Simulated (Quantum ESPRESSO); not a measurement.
# Strain and stress in Al3MgN4

These are calculations, not measurements. They come from pw.x of Quantum ESPRESSO 7.5, a plane-wave density functional program, with PseudoDojo standard norm-conserving files (v0.5 for PBE, v0.4.1 for LDA and PBEsol). The cells are made up: elements, strain and atom displacements were drawn at random, and nothing was relaxed. There is no spin polarisation, spin-orbit coupling or dispersion term.

The cell has 8 sites of a rocksalt lattice. Sites 1 to 4 hold Al Mg Al Al; sites 5 to 8 hold N N N N. Cell vectors in Å: (4.039, -0.020, 0.000); (-0.020, 4.039, 0.000); (0.000, 0.000, 4.039). Settings: PBE, cutoff 1143 eV, 6 x 6 x 6 k mesh shifted by half a step, Fermi-Dirac smearing of 0.1 eV.

Each run adds a shear xy (given as the tensor component) to one cell, with the atoms carried along; the vectors above are those of run 3. Stress is positive in tension and P is minus a third of its trace. E is the free energy for each atom above the lowest run shown.

| run | strain (%) | s_xx (GPa) | s_yy (GPa) | s_zz (GPa) | s_xy (GPa) | P (GPa) | E (meV/atom) |
| --- | --- | --- | --- | --- | --- | --- | --- |
| 1 | -1.91 | -19.95 | -22.30 | -28.83 | -6.26 | 23.69 | 6.12 |
| 2 | -1.39 | -19.86 | -22.35 | -28.73 | -4.55 | 23.65 | 3.04 |
| 3 | -0.50 | -19.75 | -22.47 | -28.61 | -1.69 | 23.61 | 0.00 |
| 4 | 0.68 | -19.64 | -22.68 | -28.62 | 1.99 | 23.65 | 0.23 |
| 6 | 1.53 | -19.59 | -22.86 | -28.75 | 4.67 | 23.74 | 3.37 |
| 7 | 1.88 | -19.58 | -22.94 | -28.83 | 5.79 | 23.78 | 5.36 |
| 5 | 1.05 | ? | ? | ? | ? | ? | ? |

A rerun of one of these cells at 1437 eV and k mesh 8 x 8 x 8 moved values by no more than 0.005 eV in the cell's energy, 0.07 GPa in stress and 0.008 eV/Å in force.

## Worked fit

A parabola through the six runs shown gives s_xy = -0.13 + 3.17 e - 0.017 e² GPa, with e in per cent and a scatter of 0.03 GPa. The slope is a stiffness of 317 ± 5 GPa for each unit of this strain at e = 0, twice a shear constant under the stress shown, since the tensor component is half the shear angle. The atoms are clamped, and relaxing them would in general lower it. The error is the larger of the fit's own and the change that a cubic makes, rounded up.

## Withheld run

Question: what s_xy should run 5 give?

The fit gives 3.18 GPa. The calculation gave 3.15 GPa.

```
run  strain (%)  s_xx (GPa)  s_yy (GPa)  s_zz (GPa)  s_xy (GPa)  P (GPa)  E (meV/atom)
  5        1.05      -19.62      -22.75      -28.67        3.15    23.68          1.28
```